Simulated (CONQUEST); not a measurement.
A self-consistent single point of CdS (P6_3mc, 8 atoms in the cell; from Materials Project mp-672, changed as shown).

```
CdS
1.0
    4.08546     0.00000     0.00000
    0.00000     7.07623     0.00000
    0.00000     0.00000     6.64403
Cd S
4 4
Direct
  0.50000   0.16667   0.50022
  0.00000   0.33333   0.00022
  0.00000   0.66667   0.50022
  0.50000   0.83333   0.00022
  0.50000   0.16667   0.87678
  0.00000   0.33333   0.37678
  0.00000   0.66667   0.87678
  0.50000   0.83333   0.37678
```

Computed with LDA (PW92), numerical atomic orbitals double-zeta with polarisation (the shipped basis), PseudoDojo norm-conserving potentials made for LDA (CONQUEST).

CONQUEST settings:

basis: DZP
Diag.MPMeshX, Y, Z: 4 3 3
potentials: PseudoDojo norm-conserving LDA
Grid.GridCutoff: 140 Ha
DM.SolutionMethod: diagon
Diag.kT: 0.000735 Ha
Diag.GammaCentred: true
minE.SCTolerance: 1.0e-07
SC.MaxIters: 100
SC.LinearMixingFactor: 0.5
SC.KerkerPreCondition: true
SC.KerkerFactor: 0.1 1/bohr
AtomMove.TypeOfRun: static

Results:

- Number of valence electrons: 104
- Number of bands: 128
- Number of k-points after the program's reduction: 23
- Size of the basis: 128
- Number of SCF iterations: 8
- FFT grid: 48 × 72 × 72
- Free energy E − TS: -20285.7615 eV
- Pressure: 0.69 GPa

Stress (GPa, positive for compression):
```
0.76  0.00  0.00
0.00  0.60  0.00
0.00  0.00  0.71
```

For comparison: a first run was changed to give this one (lattice scaled by 0.98), and from it to this one the free energy goes down by 11.8 meV/atom and the pressure goes from -3.02 to 0.69 GPa.

The program uses no crystal symmetry, so grid and mesh can part values that symmetry would make equal. The atom-centred basis is finite, which shifts total energies and pressures against plane waves. The structure comes from a collection of computed structures, made at another level of theory; the collection holds predicted forms beside known ones.

Cost on one core: about 40 core-seconds (a rough figure).
